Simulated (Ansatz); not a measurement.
Here is the system:

SiNi2:
```cif
data_Ni4Si2
_chemical_formula_sum 'Si2 Ni4'
_space_group_name_H-M_alt 'P63/mmc'
_space_group_IT_number 194
_space_group_name_Hall '-P 6c 2c'
_cell_length_a 3.86828
_cell_length_b 3.86828
_cell_length_c 4.91663
_cell_angle_alpha 90.000
_cell_angle_beta 90.000
_cell_angle_gamma 120.000
loop_
_atom_site_label
_atom_site_type_symbol
_atom_site_symmetry_multiplicity
_atom_site_Wyckoff_symbol
_atom_site_fract_x
_atom_site_fract_y
_atom_site_fract_z
_atom_site_occupancy
Si1 Si 2 d 0.66667 0.33333 0.25000 1
Ni1 Ni 2 c 0.33333 0.66667 0.25000 1
Ni2 Ni 2 a 0.00000 0.00000 0.00000 1
```

This is the PBEsol-relaxed structure.

**Question.** All from DFT-PBEsol in the program Ansatz with PAW potentials, unless another level is named. Estimate the electronic character.

**Answer.** metallic (no gap).

**Question.** Give the formation energy from the elements (no fitted shifts).

**Answer.** -0.58 eV/atom.

**Question.** And the density of states at the Fermi level?

**Answer.** 0.60 states/eV per atom (mean over ±0.08 eV).

Space group P6_3/mmc. The workflow started from a Materials Project entry (that database holds measured and hypothetical structures alike); the Crystallography Open Database files this formula in space group No. 194, but the cells were not matched. Its standing as an ambient phase is unchecked. The cell was relaxed with PBEsol under the symmetry of its start; of distortions, only those at the zone centre were tested. No spin polarisation was allowed. The references are the lowest solids computed at this level, not always the standard phases.

Potentials: the later of the program's two PAW sets.
